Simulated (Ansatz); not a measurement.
Input file for Ansatz (a first-principles code):

Ansatz 0.2 input:
```yaml
crystal:
  lattice:
    - [0.0, 3.0043471353, 3.0043471353]
    - [3.0043471353, 0.0, 3.0043471353]
    - [3.0043471353, 3.0043471353, 0.0]
  atoms:
    - { symbol: Pb, position: [0.0, 0.0, 0.0] }
    - { symbol: S, position: [0.5, 0.5, 0.5] }
kpoints:
  mp_grid: { grid: [8, 8, 8] }
basis: { xc_grid: 2 }
hamiltonian:
  xc: pbe
  pseudopotentials: { kind: paw }
scf:
  occupations: { method: fixed }
checkpoint: { read: static.run }
output: { write_density: true, elf: true, volumetric_format: npy }
```

Output (shortened):

```
Pseudopotential: Pb, paw, valence charge 14
Pseudopotential: S, paw, valence charge 6
Functional definition: PBE
Crystal: 2 atoms, lattice volume = 54.235 Å³
Basis set: ecut = 420 eV, 1067 PW (Γ), exchange–correlation on 60×60×60 points (8 copies of the dense FFT grid, shifted against one another)
Bands: 14, of which v1, the nominal top of the filled ones, is band 10 counted from 1 (9 counted from 0)
Symmetry: 48 space group operations
Space group: Fm-3m (ITA 225), of the structure as read, at distance tolerance 3.8e-5 Å
k-points: 29 of 512
Stability of the state it starts from, as read at its close in the unpolarized treatment …
iter 1 solved again at ethr=4.21e-7 eV; its pass at ethr=3.10e-3 eV (dr2=8.42e-5 eV) is discarded
SCF iter   1: F=—  HF=-12809.571548 eV  |F-HF|=—  |Δ(HF+E_count)|=         —  Δρ=1.52e-6  dr2=7.06e-10  ethr=4.21e-7  ⟨swp⟩=3.0  Hψ=3050  notcnv=0  defer=50
preconditioner: auto → none
SCF iter   2: F=-12809.571548 eV  HF=-12809.571548 eV  |F-HF|=5.62e-10  |Δ(HF+E_count)|=   1.16e-7  Δρ=1.23e-6  dr2=6.58e-10  ethr=3.53e-12  ⟨swp⟩=7.9  Hψ=2254  notcnv=0
SCF 1 converged in 2 iterations: F = -12809.571548 eV  dr2 = 6.58e-10
SCF converged after 2 iterations
Free energy (F): -12809.571548 eV
Harris-Foulkes:  -12809.571548 eV  (|F-HF|=5.62e-10)
Internal energy: -12809.571548 eV  (E = F + TS)
E sigma→0 (E₀):  -12809.571548 eV
Fermi energy:    7.816266 eV
--- Per-component energies (eV) ---
  E_band       = -64.762784
  E_kinetic    = 392.565160
  E_local      = -1249.907315  (includes V_loc(G=0)·N_el)
  E_nonlocal   = 378.450635
  E_hartree    = 484.639939
  E_xc         = -318.126366
  E_vxc        = -219.934089  (∫ρ·V_xc dr)
  E_paw        = -11003.279484  (= ΣΔE_a)
  E_vpaw       = -335.216458  (= ΣTr[D̂ρ^β])
  E_aug_tail   = 0.000051  (compensation charges beyond the density's cutoff)
  E_ewald      = -1493.914168
  E_smearing   =  0.000000  (= −TS)
  E_closure    = 0.000000  (closes the sum)
  Σ components = -12809.571548   (vs F -12809.571548, Δ=0.00e0)
  [band-id]    e_kinetic+e_local+e_nonlocal+2·e_hartree+e_vxc+e_vpaw+e_augmentation_tail = -64.762139   (vs E_band -64.762784, Δ=6.45e-4)
--- Band table (eV; the first three rows and the last of 29) ---
  k-point 0: bands = ["-8.9225", "-8.9225", "-8.9225", "-8.9057", "-8.9057", "-5.4054", "1.7538", "5.8650", "5.8650", "5.8650", "12.9491", "12.9491", "12.9491", "14.6483"]
  k-point 1: bands = ["-8.9218", "-8.9197", "-8.9197", "-8.9065", "-8.9065", "-5.2805", "1.3595", "5.9037", "5.9037", "6.1543", "11.7974", "12.2291", "12.2291", "14.5840"]
  k-point 2: bands = ["-8.9233", "-8.9233", "-8.9203", "-8.8981", "-8.8981", "-4.9356", "0.4888", "6.0136", "6.0136", "6.7448", "10.2185", "11.0848", "11.0848", "14.7512"]
  k-point 28: bands = ["-8.9946", "-8.9080", "-8.9080", "-8.9039", "-8.8701", "-3.8505", "0.0515", "3.7165", "3.7165", "6.9048", "10.0605", "12.4977", "12.4977", "15.9387"]
```

Cost: roughly 2.3 core-seconds on shared cores.

Symmetry was held in the PBE relaxation; of distortions, only those at the zone centre were tested. Scalar-relativistic: spin–orbit coupling is off unless named, which matters more the heavier the elements.

Potentials: the later of the program's two PAW sets.

Ansatz is a plane-wave DFT program.
